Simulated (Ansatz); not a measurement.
Here is the system:

NaF (rock salt)

```
CELL_PARAMETERS angstrom
      0.00000     4.70157     4.70157
      2.35078     2.35078     4.70157
      2.35078     2.35078     0.00000
ATOMIC_POSITIONS crystal
  F  0.00000 0.00000 0.00000
  F  0.50000 0.00000 0.00000
  Na 0.00000 0.50000 0.50000
  Na 0.50000 0.50000 0.50000
```

A phonon eigenvector at X = (0.5, 0.5, 0.0) is frozen into this cell: atom i moves by Q times the vector below, so Q is the largest atomic displacement, in Å. The cell is held. It is one choice among 2 degenerate patterns. (q is in reciprocal vectors of the primitive cell; the cell shown is doubled to hold the pattern.)

```tsv
atom	x	y	z
F1	0.000	-0.845	0.000
F2	0.000	0.845	0.000
Na3	0.000	1.000	0.000
Na4	0.000	-1.000	0.000
```

Level of theory: PBE (plane waves to 420 eV, PAW, scalar-relativistic; Ansatz, a quantum-chemistry and plane-wave program). k mesh 12×12×12 (Γ-centred), Fermi-Dirac smearing 0.05 eV. Energies are smeared free energies. NaF was relaxed with its symmetry unable to fall. The relaxed volume of NaF is well above the measured one; the method has no dispersion term. The zero of ΔE is the undisplaced structure.

The scan covers Q from -0.280 to 0.280 Å in 13 points.

### Question
Is this a single well or a double well?

### Answer
A single well with its minimum at or next to zero displacement.

### Question
Which space group does the distorted structure have?

### Answer
Cmcm (No. 63), lowered from Fm-3m.

### Question
What is the energy change at Q = 0.280 Å?

### Answer
213.0 meV/cell.

### Question
What harmonic wavenumber does the curvature at Q = 0 give?

### Answer
141 cm⁻¹.

(For displaced atoms, the force is minus the slope of the energy, and its curvature is a force constant, which sets phonon frequencies.)
